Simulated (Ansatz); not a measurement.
Si$_{2}$W:
```
Si2W
1.0
    4.57589     0.00000     0.00000
   -2.28795     3.96284     0.00000
    0.00000     0.00000     6.60326
Si W
6 3
Direct
  0.83619   0.67239   0.50000
  0.16381   0.83619   0.83333
  0.32761   0.16381   0.16667
  0.16381   0.32761   0.50000
  0.83619   0.16381   0.83333
  0.67239   0.83619   0.16667
  0.00000   0.50000   0.16667
  0.50000   0.00000   0.50000
  0.50000   0.50000   0.83333
```

Relaxed with PBEsol. Special points in fractions of this cell's reciprocal vectors: Γ (0.000, 0.000, 0.000); M (0.500, 0.000, 0.000); K (0.333, 0.333, 0.000); A (0.000, 0.000, 0.500); L (0.500, 0.000, 0.500); H (0.333, 0.333, 0.500).

**Question.** List the band energies nearest the Fermi level at these points for PBEsol with spin–orbit coupling in the plane-wave PAW code Ansatz.

**Answer.** In eV from the Fermi level; about four levels below and three above (degenerate sets whole), none deeper than 8.9 eV; points with the same levels are listed once.

```json
[
 {"k": "Γ", "below": "-2.51 -2.51 -0.96 -0.96", "above": "2.18 2.18 2.18 2.18"},
 {"k": "M", "below": "-1.17 -1.17 -0.64 -0.64", "above": "0.02 0.02 0.80 0.80"},
 {"k": "K", "below": "-1.21 -1.21 -1.08 -0.81 -0.81", "above": "0.85 0.85 1.07 1.07"},
 {"k": "A", "below": "-0.77 -0.77 -0.71 -0.71", "above": "1.80 1.80 2.02 2.02"},
 {"k": "L", "below": "-2.13 -2.13 -1.27 -1.27", "above": "0.04 0.04 0.69 0.69"},
 {"k": "H", "below": "-1.40 -1.40 -0.59 -0.59", "above": "0.55 0.55 0.55"}
]
```

Space group P6_222. The first step of the workflow began from a Materials Project structure, measured or hypothetical; the Crystallography Open Database copy checked does not list it. It is not the phase usual at ambient conditions (space group No. 139). Symmetry was held in the PBEsol relaxation; of distortions, only those at the zone centre were tested. No spin polarisation was allowed. The Fermi level of a semimetal is unsure by some 0.05 eV on such meshes.

Potentials: the later of the program's two PAW sets.
